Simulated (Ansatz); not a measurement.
A relaxed cell of AlRu (Pm-3m (No. 221)), relaxed on a k-mesh at least as fine as the one used below. Method: PBE (plane waves to 420 eV, PAW, scalar-relativistic; Ansatz, a first-principles code). Γ-centred k-mesh 11×11×6 on the run's cell (coarser than for final values), Fermi–Dirac smearing 0.05 eV.

```
CELL_PARAMETERS angstrom
      3.00370     0.00000     0.00000
      0.00000     3.00370     0.00000
      0.00000     0.00000     6.00740
ATOMIC_POSITIONS crystal
  Ru 0.00000 0.00000 0.00000
  Ru 0.00000 0.00000 0.50000
  Al 0.50000 0.50000 0.25000
  Al 0.50000 0.50000 0.75000
```

The atoms are displaced by (Å):

```tsv
atom	ux	uy	uz
Ru1	-0.062	0.004	-0.118
Ru2	-0.141	-0.191	0.113
Al3	-0.002	-0.008	0.068
Al4	0.006	0.105	-0.038
```

Q: What forces (eV/Å) and pressure result?

A: 
```json
[
 {"atom": "Ru1", "Fx": "0.36", "Fy": "0.28", "Fz": "2.06"},
 {"atom": "Ru2", "Fx": "1.65", "Fy": "2.56", "Fz": "-2.44"},
 {"atom": "Al3", "Fx": "-0.62", "Fy": "-0.58", "Fz": "-0.86"},
 {"atom": "Al4", "Fx": "-1.40", "Fy": "-2.26", "Fz": "1.25"}
]
```

Pressure +6.5 GPa.

Q: Estimate the energy cost of the displacement in the harmonic approximation and compare with the calculation.

A: For a harmonic well ΔE = −½ Σ F·u = 0.804 eV a cell, or 201 meV/atom. The calculated energy relative to the undisplaced cell is +0.18 eV/atom, so the harmonic estimate holds well.

No spin polarisation in the result.

The run that gave the undisplaced cell could not lose the symmetry of its start; a randomly shaken copy of 4 atoms returns to this structure.
